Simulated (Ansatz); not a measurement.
ZnInGaO$_{4}$:
```
ZnInGaO4
1.0
    1.65755     0.95699     8.58412
   -1.65755     0.95699     8.58412
    0.00000    -1.91397     8.58412
Zn In Ga O
1 1 1 4
Direct
  0.21869   0.21869   0.21869
  0.00295   0.00295   0.00295
  0.78713   0.78713   0.78713
  0.29511   0.29511   0.29511
  0.71124   0.71124   0.71124
  0.12117   0.12117   0.12117
  0.86372   0.86372   0.86372
```

x, y and z are the axes in which the lattice vectors are written.

Give the proper piezoelectric stress tensor with relaxed ions from PBEsol (plane waves, PAW; program Ansatz).

In C/m², rows x, y, z, Voigt columns; mesh uncertainty up to 0.00.
```
 0.00   0.00   0.00   0.00  -0.22   0.21
 0.21  -0.21   0.00  -0.22   0.00   0.00
-0.29  -0.29   0.66   0.00   0.00   0.00
```

The elastic tensor of the same run (GPa):

```json
[
 {"": "1", "1": "251", "2": "140", "3": "125", "4": "-8.6", "5": "0.0", "6": "0.0"},
 {"": "2", "1": "140", "2": "251", "3": "125", "4": "8.6", "5": "0.0", "6": "0.0"},
 {"": "3", "1": "125", "2": "125", "3": "258", "4": "0.0", "5": "0.0", "6": "0.0"},
 {"": "4", "1": "-8.6", "2": "8.6", "3": "0.0", "4": "60.8", "5": "0.0", "6": "0.0"},
 {"": "5", "1": "0.0", "2": "0.0", "3": "0.0", "4": "0.0", "5": "60.8", "6": "-8.6"},
 {"": "6", "1": "0.0", "2": "0.0", "3": "0.0", "4": "0.0", "5": "-8.6", "6": "55.7"}
]
```

Convert to strain constants d = e·S.

In pC/N:
```
 0.0   0.0   0.0   0.0  -3.2   3.3
 1.6  -1.6   0.0  -3.2   0.0   0.0
-2.3  -2.3   4.8   0.0   0.0   0.0
```

Space group R3m. Symmetry was held in the PBEsol relaxation. Signs of piezoelectric constants follow the polarity of the cell as given.

Potentials: the earlier of the program's two PAW sets. The files were generated under PBE; for other functionals the program regenerates the frozen cores, and for LDA and PBEsol the local potential too.
